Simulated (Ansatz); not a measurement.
Hf₂C:
```yaml
crystal:
  lattice:
    - [3.60638, 0.00000, 0.00000]
    - [0.00000, 3.60638, 0.00000]
    - [0.00000, 0.00000, 6.85415]
  atoms:
    - { symbol: Hf, position: [0.00000, 0.00000, 0.00000] }
    - { symbol: Hf, position: [0.50000, 0.50000, 0.00000] }
    - { symbol: Hf, position: [0.50000, 0.00000, 0.36914] }
    - { symbol: Hf, position: [0.00000, 0.50000, 0.63086] }
    - { symbol: C, position: [0.50000, 0.00000, 0.72860] }
    - { symbol: C, position: [0.00000, 0.50000, 0.27140] }
```

Relaxed with r²SCAN. Special points in fractions of this cell's reciprocal vectors: Γ (0.000, 0.000, 0.000); X (0.000, 0.500, 0.000); M (0.500, 0.500, 0.000); Z (0.000, 0.000, 0.500); R (0.000, 0.500, 0.500); A (0.500, 0.500, 0.500).

Q: List the band energies nearest the Fermi level at these points for r²SCAN (plane waves, PAW; program Ansatz).

A: In eV from the Fermi level; about four levels below and three above (degenerate sets whole), none deeper than 8.9 eV; points with the same levels are listed once.

```json
[
 {"k": "Γ", "below": "-2.17 -1.87 -1.09 -1.09", "above": "1.11 1.22 1.22"},
 {"k": "X", "below": "-1.56 -1.56 -0.03 -0.03", "above": "1.48 1.48 3.02 3.02"},
 {"k": "M", "below": "-0.50 -0.50 -0.23 -0.23", "above": "4.01 4.01 4.01 4.01"},
 {"k": "Z", "below": "-1.82 -1.59 -1.59 -1.15", "above": "0.22 0.88 0.88"},
 {"k": "R", "below": "-2.91 -2.91 -1.44 -1.44", "above": "0.77 0.77 1.42 1.42"},
 {"k": "A", "below": "-0.90 -0.90 -0.87 -0.87", "above": "3.90 3.90 4.35 4.35"}
]
```

Space group P4/nmm. A made-up cell: these elements were put on the sites of a structure type; neither database checked (COD, Materials Project) lists it. Whether it is the stable phase at ambient conditions was not checked. The r²SCAN relaxation kept the symmetry of its start; whether a distortion lowers the energy is not shown. No spin polarisation was allowed. Spin–orbit coupling is left out wherever it is not named.

Potentials: the later of the program's two PAW sets.
